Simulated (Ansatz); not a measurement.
BeS:
```
CELL_PARAMETERS angstrom
      3.27126     0.00000     0.00000
     -1.63563     2.83299     0.00000
      0.00000     0.00000     5.20688
ATOMIC_POSITIONS crystal
  Be 0.00000 0.00000 0.00000
  Be 0.00000 0.00000 0.50000
  S  0.33333 0.66667 0.25000
  S  0.66667 0.33333 0.75000
```

This is the PBEsol-relaxed structure.

### Question
All from PBEsol in the plane-wave PAW code Ansatz, unless another level is named. Give the HSE06 gap on the PBEsol cell.

### Answer
2.24 eV.

### Question
And the smallest direct gap on the standard path?

### Answer
3.39 eV.

### Question
Predict the weight of the valence-edge state by species (Voronoi cells).

### Answer
S 82 %, Be 18 %.

Space group P6_3/mmc (NiAs type). The cell is a constructed one: a structure type filled with these elements; neither database checked (COD, Materials Project) lists it. COD files the formula under space group No. 216, so this cell is another polymorph or a model. Its standing as an ambient phase is unchecked. Symmetry was held in the PBEsol relaxation; whether a distortion lowers the energy is not shown.

Potentials: the later of the program's two PAW sets.
